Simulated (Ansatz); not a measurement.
P:
```
P
1.0
    5.59463     0.00000     0.00000
   -1.54149     6.07287     0.00000
    0.00000     0.00000    33.00000
P
10
Direct
  0.99977   0.00108   0.55219
  0.99977   0.00108   0.44781
  0.02378   0.66816   0.53403
  0.02378   0.66816   0.46597
  0.08336   0.22481   0.50000
  0.39886   0.63996   0.44819
  0.39886   0.63996   0.55181
  0.60805   0.97259   0.46544
  0.60805   0.97259   0.53456
  0.46837   0.43369   0.50000
```
The layer is periodic in x and y and isolated along z.

In-plane strain on the r²SCAN+D4-relaxed layer, atoms relaxed; plane-wave PAW r²SCAN+D4 (Ansatz code). Band edges on the k-mesh, from the upper vacuum level. Strained cells keep their symmetry and size, so buckling under compression is not allowed; words on stability below refer to the unstrained layer.

| strain x / y (%) | ΔE (meV/atom) | tension xx (N/m) | tension yy (N/m) | thickness (Å) | VBM (eV) | CBM (eV) |
|---|---|---|---|---|---|---|
| -4 / -4 | 22.2 | -3.18 | -2.57 | 3.48 | -5.02 | -3.82 |
| -2 / -2 | 5.3 | -1.42 | -1.18 | 3.46 | -5.15 | -3.84 |
| -1 / 0 | 0.6 | -0.54 | -0.11 | 3.45 | -5.24 | -3.85 |
| 0 / -1 | 0.5 | -0.11 | -0.44 | 3.45 | -5.20 | -3.89 |
| 0 / 0 | 0.0 | 0.00 | 0.00 | 3.44 | -5.24 | -3.88 |
| 0 / 1 | 0.5 | 0.10 | 0.43 | 3.44 | -5.28 | -3.87 |
| 1 / 0 | 0.5 | 0.49 | 0.10 | 3.44 | -5.23 | -3.89 |
| 2 / 2 | 4.7 | 1.10 | 1.00 | 3.43 | -5.32 | -3.89 |
| 4 / 4 | 17.6 | 1.93 | 1.83 | 3.42 | -5.41 | -3.88 |

Space group Pm. The layer was cut from a bulk entry of the Materials Project (measured or hypothetical); whether that bulk phase is the ambient one, and whether the layer has been isolated, was not checked. The cell was relaxed with r²SCAN+D4 under the symmetry of its start; its stability against distortions is not shown here.

Potentials: the later of the program's two PAW sets.

Edges and masses are those of Kohn–Sham bands, whose gap is no quasiparticle gap.
